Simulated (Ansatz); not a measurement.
**InSe: field gradients at two levels of theory**

Cell: a structure deposited in the COD whose atoms were relaxed with PBE, the cell held.

Space group P6_3/mmc (No. 194); a = 4.0500, c = 16.9300 Å, γ = 120.00°.

```
site  Wyckoff  site symmetry       x       y       z
  In       4f            3m.  0.3333  0.6667  0.1673
  Se       4f            3m.  0.3333  0.6667  0.5918
```

One atom of each set is listed.

First run. Level of theory: DFT, PBE, plane waves and PAW, scalar-relativistic, 420 eV cutoff, Γ-centred 13×13×3 k-points, Fermi–Dirac smearing 0.05 eV (Ansatz 0.2.0).

```json
{"site": "In", "V_zz (10²¹ V/m²)": "-10.80", "η": "0.00"}
{"site": "Se", "V_zz (10²¹ V/m²)": "-7.06", "η": "0.00"}
```

Second run. The same atoms and settings, except that the functional is PBEsol.

Question: Given the first result, estimate the second.

Answer: 

```json
{"site": "In", "V_zz": "-10.61", "η": "0.00", "change of V_zz": "+0.19"}
{"site": "Se", "V_zz": "-7.04", "η": "0.00", "change of V_zz": "+0.02"}
```

The largest change of V_zz is on In, from -10.80 to -10.61. In per cent, |V_zz| changes by -2 on In, 0 on Se (all sites that start above 0.5).

Without spin–orbit coupling (the program notes it for In) the gradients can shift somewhat, as the gap is small.
For the first run: With a gap of 0.4 eV under a smearing of 0.05 eV the band edges are partly filled, so small gradients can hang on the smearing and the k-mesh.
For the second run: With a gap of 0.3 eV under a smearing of 0.05 eV the band edges are partly filled, so small gradients can hang on the smearing and the k-mesh.
